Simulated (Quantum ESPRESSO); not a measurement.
Nb2ZrO6F2, input and log of a self-consistent run

A calculation, not a measurement. The program is pw.x of Quantum ESPRESSO 7.5 (plane-wave density functional theory). The cell is made up: 11 atoms on a fluorite lattice with one site empty, with randomly drawn elements, strain and displacements, not relaxed. PseudoDojo standard norm-conserving files (v0.5 for PBE, v0.4.1 for LDA and PBEsol) set the functional; there is no spin polarisation, spin-orbit coupling or dispersion term, and the masses in the input are unused placeholders.

Input:

```
&control calculation='scf', pseudo_dir='./dojo.nc.sr.pbe.v0_5.standard.upf', outdir='./o', disk_io='medium', tprnfor=.true., tstress=.true. /
&system ibrav=0, nat=11, ntyp=4, nbnd=50, ecutwfc=84.00895049, nosym=.true., tot_charge=0,
 occupations='smearing', smearing='fd', degauss=0.0018374661
/
&electrons conv_thr=7.350e-09, electron_maxstep=60, /
ATOMIC_SPECIES
F 1.0 F.upf
Nb 1.0 Nb.upf
O 1.0 O.upf
Zr 1.0 Zr.upf
CELL_PARAMETERS angstrom
4.9558 0.0904 0.0333
0.0904 5.0212 -0.0175
0.0333 -0.0175 5.0803
ATOMIC_POSITIONS angstrom
Nb 0.0395 0.0162 0.0269
Zr 2.5778 0.1218 2.545
Nb 2.6671 2.4353 -0.0921
O 1.2356 1.2725 1.3069
F 1.2221 1.2806 3.759
F 1.2469 3.7292 1.2307
O 1.2315 3.8535 3.71
O 3.8908 1.2723 1.1388
O 3.7107 1.2157 3.8357
O 3.844 3.8328 1.2781
O 3.7416 3.7081 3.8088
K_POINTS automatic
5 4 4 1 1 1
```

The log is shortened where brackets say so; the opening notice, blank lines, dates and the lines on written files are dropped, and the path of the files is cut. It prints rydbergs, bohrs and kilobars, and counts compression as positive stress. With no partly filled state, the Fermi energy that it prints is only some level between the filled and the empty states on the mesh, and need not lie in the true gap.

```
     Program PWSCF v.7.5
     Parallel version (MPI & OpenMP), running on       1 processor cores
     Number of MPI processes:                 1
     Threads/MPI process:                     1
     [start-up lines left out]
     bravais-lattice index     =            0
     lattice parameter (alat)  =       9.3669  a.u.
     unit-cell volume          =     852.7857 (a.u.)^3
     number of atoms/cell      =           11
     number of atomic types    =            4
     number of electrons       =        88.00
     number of Kohn-Sham states=           50
     kinetic-energy cutoff     =      84.0090  Ry
     charge density cutoff     =     336.0358  Ry
     scf convergence threshold =      7.3E-09
     mixing beta               =       0.7000
     number of iterations used =            8  plain     mixing
     Exchange-correlation= PBE
                           (   1   4   3   4   0   0   0)
     [axes and pseudopotential details left out]
   Cartesian axes
     site n.     atom                  positions (alat units)
         1        Nb     tau(   1) = (   0.0079690   0.0032683   0.0054270  )
         2        Zr     tau(   2) = (   0.5200599   0.0245726   0.5134427  )
         3        Nb     tau(   3) = (   0.5380758   0.4913112  -0.0185808  )
         4        O      tau(   4) = (   0.2492769   0.2567213   0.2636614  )
         5        F      tau(   5) = (   0.2465534   0.2583555   0.7583619  )
         6        F      tau(   6) = (   0.2515567   0.7523499   0.2482884  )
         7        O      tau(   7) = (   0.2484498   0.7774269   0.7484764  )
         8        O      tau(   8) = (   0.7849520   0.2566810   0.2297479  )
         9        O      tau(   9) = (   0.7486176   0.2452622   0.7738358  )
        10        O      tau(  10) = (   0.7755103   0.7732507   0.2578511  )
        11        O      tau(  11) = (   0.7548515   0.7480931   0.7684088  )
     number of k points=    40  Fermi-Dirac smearing, width (Ry)=  0.0018
                       cart. coord. in units 2pi/alat
        k(    1) = (   0.0969741   0.1220736   0.1217446), wk =   0.0500000
        k(    2) = (   0.0953189   0.1229536   0.3656779), wk =   0.0500000
     [further k points left out]
     Dense  grid:    88725 G-vectors     FFT dimensions: (  60,  60,  60)
     Estimated max dynamical RAM per process >     135.35 MB
     Initial potential from superposition of free atoms
     starting charge      87.9930, renormalised to      88.0000
     Starting wfcs are   62 randomized atomic wfcs
     total cpu time spent up to now is       23.9 secs
     per-process dynamical memory:    85.6 Mb
     Self-consistent Calculation
     iteration #  1     ecut=    84.01 Ry     beta= 0.70
     Davidson diagonalization with overlap
     ethr =  1.00E-02,  avg # of iterations =  2.0
     total cpu time spent up to now is       63.3 secs
     total energy              =    -644.61511504 Ry
     estimated scf accuracy    <       6.55695437 Ry
     iteration #  2     ecut=    84.01 Ry     beta= 0.70
     Davidson diagonalization with overlap
     ethr =  7.45E-03,  avg # of iterations =  6.0
     total cpu time spent up to now is      142.6 secs
     total energy              =    -639.80309872 Ry
     estimated scf accuracy    <      56.99263393 Ry
     iteration #  3     ecut=    84.01 Ry     beta= 0.70
     Davidson diagonalization with overlap
     ethr =  7.45E-03,  avg # of iterations =  5.9
     total cpu time spent up to now is      205.0 secs
     total energy              =    -648.20124138 Ry
     estimated scf accuracy    <       1.96790061 Ry
     iteration #  4     ecut=    84.01 Ry     beta= 0.70
     Davidson diagonalization with overlap
     ethr =  2.24E-03,  avg # of iterations =  2.0
     total cpu time spent up to now is      248.0 secs
     total energy              =    -648.19751978 Ry
     estimated scf accuracy    <       0.84922608 Ry
     iteration #  5     ecut=    84.01 Ry     beta= 0.70
     Davidson diagonalization with overlap
     ethr =  9.65E-04,  avg # of iterations =  1.1
     total cpu time spent up to now is      281.2 secs
     total energy              =    -648.09126735 Ry
     estimated scf accuracy    <       0.43784389 Ry
     [iterations 6 to 13 left out]
     iteration # 14     ecut=    84.01 Ry     beta= 0.70
     Davidson diagonalization with overlap
     ethr =  4.34E-08,  avg # of iterations =  2.1
     total cpu time spent up to now is      741.7 secs
     total energy              =    -648.16812852 Ry
     estimated scf accuracy    <       0.00000322 Ry
     iteration # 15     ecut=    84.01 Ry     beta= 0.70
     Davidson diagonalization with overlap
     ethr =  3.66E-09,  avg # of iterations =  4.8
     total cpu time spent up to now is      801.2 secs
     total energy              =    -648.16812949 Ry
     estimated scf accuracy    <       0.00000037 Ry
     iteration # 16     ecut=    84.01 Ry     beta= 0.70
     Davidson diagonalization with overlap
     ethr =  4.25E-10,  avg # of iterations =  4.2
     total cpu time spent up to now is      862.5 secs
     total energy              =    -648.16812957 Ry
     estimated scf accuracy    <       0.00000004 Ry
     iteration # 17     ecut=    84.01 Ry     beta= 0.70
     Davidson diagonalization with overlap
     ethr =  4.77E-11,  avg # of iterations =  4.5
     total cpu time spent up to now is      925.6 secs
     total energy              =    -648.16812958 Ry
     estimated scf accuracy    <       0.00000005 Ry
     iteration # 18     ecut=    84.01 Ry     beta= 0.70
     Davidson diagonalization with overlap
     ethr =  4.77E-11,  avg # of iterations =  2.2
     total cpu time spent up to now is      977.4 secs
     End of self-consistent calculation
          k = 0.0970 0.1221 0.1217 ( 11085 PWs)   bands (ev):
   -46.5877 -46.4465 -38.7557 -22.8238 -22.6508 -22.5504 -22.4942 -22.4126
   -22.3526 -17.1631 -16.9867 -16.8039 -13.9674 -13.2087  -8.3418  -7.7705
    -6.9605  -6.6116  -6.4167  -5.9168   2.6391   3.0610   3.3649   3.5908
     3.7115   4.1563   4.4456   5.1274   5.1953   5.3584   5.8056   6.4553
     6.5248   6.9051   7.4172   7.6285   8.2281   8.3478   8.5371   8.6564
     8.7509   9.3066   9.6670  10.0745  11.3303  11.4668  11.7369  12.0202
    12.9351  13.4559
     [levels at the other k points left out]
     the Fermi energy is    10.6473 ev
!    total energy              =    -648.16812958 Ry
     estimated scf accuracy    <          3.1E-09 Ry
     smearing contrib. (-TS)   =      -0.00000000 Ry
     internal energy E=F+TS    =    -648.16812958 Ry
     The total energy is F=E-TS. E is the sum of the following terms:
     one-electron contribution =    -167.84895477 Ry
     hartree contribution      =     134.76113156 Ry
     xc contribution           =    -144.14056955 Ry
     ewald contribution        =    -470.93973683 Ry
     convergence has been achieved in  18 iterations
     Forces acting on atoms (cartesian axes, Ry/au):
     atom    1 type  2   force =    -0.02631304   -0.10973133    0.02698955
     atom    2 type  4   force =     0.00308040   -0.10352949   -0.05129777
     atom    3 type  2   force =     0.09404962    0.11785581    0.01095494
     atom    4 type  3   force =     0.07109059   -0.05608972   -0.10100518
     atom    5 type  1   force =     0.00600344    0.04358593    0.04340155
     atom    6 type  1   force =     0.03579663    0.01612442   -0.03100579
     atom    7 type  3   force =     0.02571866    0.05541035    0.08638480
     atom    8 type  3   force =    -0.09776875    0.04785534   -0.01201289
     atom    9 type  3   force =    -0.00551508   -0.01340965    0.01945654
     atom   10 type  3   force =    -0.04834909    0.02033088   -0.07547727
     atom   11 type  3   force =    -0.05779339   -0.01840257    0.08361154
     Total force =     0.342482     Total SCF correction =     0.000176
     Computing stress (Cartesian axis) and pressure
          total   stress  (Ry/bohr**3)                   (kbar)     P=      -58.29
  -0.00019507  -0.00027985   0.00009185          -28.70      -41.17       13.51
  -0.00027985  -0.00043305   0.00035635          -41.17      -63.70       52.42
   0.00009185   0.00035635  -0.00056069           13.51       52.42      -82.48
     init_run     :     22.35s CPU     23.69s WALL (       1 calls)
     electrons    :    907.46s CPU    953.57s WALL (       1 calls)
     forces       :      6.12s CPU      6.18s WALL (       1 calls)
     stress       :     20.57s CPU     20.66s WALL (       1 calls)
     [timing details left out]
     PWSCF        :  15m56.99s CPU  16m45.28s WALL
     JOB DONE.
```

In other units: free energy -8818.777 eV for the cell, pressure -5.83 GPa, largest force component 3.030 eV/Å. A rerun of this cell at a cutoff of 1467 eV and k mesh 7 x 6 x 6 moved values by no more than 0.003 eV in energy, 0.05 GPa in stress and 0.004 eV/Å in force.